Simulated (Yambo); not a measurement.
Yambo run on RbCl (rock salt, space group Fm-3m, No. 225). The wavefunctions are norm-conserving PBEsol (Quantum ESPRESSO, 58 Ry, with spin-orbit coupling) ones on a 4×4×4 mesh (16 occupied bands); a = b = c = 4.6251 Å, α = β = γ = 60.00°.

Yambo input:

```
rim_cut
gw0
dyson
el_el_corr
HF_and_locXC
cohsex
em1s
RandQpts= 1000000
RandGvec= 1 Ry
EXXRLvcs= 58 Ry
VXCRLvcs= 232 Ry
Chimod= "HARTREE"
% BndsRnXs
 1 | 196 |
%
NGsBlkXs= 7 Ry
% LongDrXs
 1.0 | 1.0 | 1.0 |
%
ExtendOut
% QPkrange
 1 | 1 | 16 | 17 |
%
```

k points by index: 1 = Γ.

Resulting energies as the program prints them:

```
#    K-point    Band    Eo [eV]    E [eV]    E-Eo [eV]    Vxc [eV]    Vnlxc [eV]    Sc|Eo [eV]    Re(Z)    Im(Z)
#
    1    16    0.000000    -4.416144    -4.416144    -13.90243    -18.53608    0.217503    1.000000    0.000000
    1    17    4.854472    4.854771    0.298863E-3    -6.864684    -3.121506    -3.742879    1.000000    0.000000
```
(The two width columns are left out.) Convergence of these settings isn't established.

Geometry relaxed with PBEsol.
